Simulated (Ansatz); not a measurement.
## Be, one cell by several methods

```yaml
crystal:
  lattice:
    - [3.77163, 0.00000, 0.00000]
    - [0.00000, 3.77163, 0.00000]
    - [0.00000, 0.00000, 2.29639]
  atoms:
    - { symbol: Be, position: [0.29741, 0.29741, 0.00000] }
    - { symbol: Be, position: [0.70259, 0.70259, 0.00000] }
    - { symbol: Be, position: [0.20259, 0.79741, 0.50000] }
    - { symbol: Be, position: [0.79741, 0.20259, 0.50000] }
```

Atoms are numbered in the order listed.

The cell is the one relaxed in the Materials Project (mp-1008501), not relaxed further here; entries there can be hypothetical. The listed cell was then made from it by scaling, straining or moving an atom.

All numbers are computed: DFT, PBEsol, PAW with Ansatz's default frozen-core files, scalar-relativistic (Ansatz 0.2.0); DFT, PBEsol, all-electron LAPW, scalar-relativistic (Ansatz 0.2.0).

For PAW: a Γ-centred 9×9×14 k mesh, Fermi–Dirac smearing of 0.05 eV, cutoff 420 eV, no spin polarisation; the PAW files were made with PBE, and the program remakes their frozen cores for this functional. LAPW targets a basis error of 1 meV/atom. The Ansatz runs share mesh, smearing and spin set-up. Plane-wave (PAW) pressures include the program's estimate of the Pulay term.

Stress and pressure are positive in compression.

The change that made this cell: volume scaled by 1.02.

PAW results:

```csv
quantity,PAW
pressure (GPa),-3.34
stress xx (GPa),-2.85
stress zz (GPa),-4.33
```

Task: What does LAPW (all electrons) give for the same quantities?

Result: 
| quantity | LAPW |
| --- | --- |
| pressure (GPa) | -3.42 |
| stress xx (GPa) | -2.93 |
| stress zz (GPa) | -4.40 |
